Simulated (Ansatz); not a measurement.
K2S (anti-fluorite), relaxed with LDA (Ansatz, an electronic-structure program, plane waves, PAW): a = 7.191 Å, b = 7.191 Å, c = 7.191 Å, α = 90.00°, β = 90.00°, γ = 90.00°.

| Item | Result |
|---|---|
| gap (eV) | 2.31 |
| ΔH_f (eV/atom) | -1.15 |
| B₀ by P(V) fit (GPa) | 23.5 |
| K_Hill (GPa) | 23.5 |
| G_Hill (GPa) | 10.6 |
| ε∞ | 3.24 |
| ε0 | 5.78 |
| highest Γ mode, no LO–TO term (cm⁻¹) | 181 |
| electron conductivity mass (mₑ) | 0.34 |
| Θ_D (K) | 246 |

Task: The same phase is relaxed and computed with PBE in the same code. What are the cell and these values now?

Result: a = b = c = 7.4621 Å, α = β = γ = 90.00°.

* **gap (eV)**: 2.32
* **ΔH_f (eV/atom)**: -1.08
* **B₀ by P(V) fit (GPa)**: 18.3
* **K_Hill (GPa)**: 18.3
* **G_Hill (GPa)**: 9.7
* **ε∞**: 3.10
* **ε0**: 6.39
* **highest Γ mode, no LO–TO term (cm⁻¹)**: 156
* **electron conductivity mass (mₑ)**: 0.36
* **Θ_D (K)**: 238

All cells were relaxed under the symmetry of their starts (and spin orders); stability against distortions was not tested throughout.

Potentials: the later of the program's two PAW sets.

Ansatz is a plane-wave DFT program.

Formation energies count from the lowest solids of the elements computed at the same level, not from gases.
